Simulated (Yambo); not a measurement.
Rb2LiTlF6 (space group Fm-3m, No. 225), G0W0@LDA in Yambo; all else as in the reference (2×2×2 Γ-centred k mesh, bands 2 to 311 and a 8 Ry block in the screening, 311 bands in G with the Bruneval-Gonze terminator, plasmon pole fitted at 27.2 eV). One parameter is varied: the cutoff of the wavefunctions in Yambo, over 10, 20, 30, 50, 84 Ry.

Question: From which value on does the gap Γ → Γ stay within 0.05 eV of the largest setting?

Answer: From 30 Ry on.
| cutoff of the wavefunctions in Yambo (Ry) | G0W0 gap (eV) | valence shift (eV) |
|---|---|---|
| 10 | 5.53 | -0.66 |
| 20 | 5.68 | -1.01 |
| 30 | 5.76 | -1.16 |
| 50 | 5.79 | -1.21 |
| 84 | 5.80 | -1.21 |
The last step of the sweep still moves the gap by 3 meV; the other settings are held fixed.

The standard potential for Tl keeps a d shell in the valence without the s and p states of that shell. In tests on such compounds this moved G0W0 gaps by up to about 0.9 eV, so absolute quasiparticle energies here are unreliable; differences between settings are what counts.

Spin-orbit coupling is not included.

Geometry of the Materials Project entry, not relaxed at this level; primitive cell a = b = c = 6.1457 Å, α = β = γ = 60.00°.

The structure is a Materials Project entry; no match was found in the copy of COD used, and its stability was not checked.

A shift is the quasiparticle energy of the state minus its LDA energy.
